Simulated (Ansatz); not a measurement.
TiTeS:
Space group P3m1 (No. 156); a = 3.6103 Å, b = 3.6103 Å, c = 6.5549 Å, α = 90.00°, β = 90.00°, γ = 120.00°

```csv
atom,site,symmetry,x,y,z
Ti,1b,3m.,0.3333,0.6667,0.0336
Te,1a,3m.,0.0000,0.0000,0.7490
S,1c,3m.,0.6667,0.3333,0.2175
```

This is the r²SCAN-relaxed structure.

### Question
All from the program Ansatz at the r²SCAN level (PAW), unless another level is named. Predict the electronic character.

### Answer
metallic (no gap).

### Question
Predict the formation energy from the elements (no fitted shifts).

### Answer
-1.18 eV/atom.

### Question
Predict the density of states at the Fermi level.

### Answer
0.28 states/eV per atom (mean over ±0.08 eV).

The workflow started from a Materials Project entry (that database holds measured and hypothetical structures alike); the Crystallography Open Database copy checked does not list it. Whether it is the stable phase at ambient conditions was not checked. The cell was relaxed with r²SCAN under the symmetry of its start; its stability against distortions is not shown here. No spin polarisation was allowed. A crystal of weakly bound layers computed without a dispersion correction: the cell and the soft elastic constants depend strongly on that. The references are the lowest solids computed at this level, not always the standard phases. Spin–orbit coupling is left out wherever it is not named.

Potentials: the earlier of the program's two PAW sets.
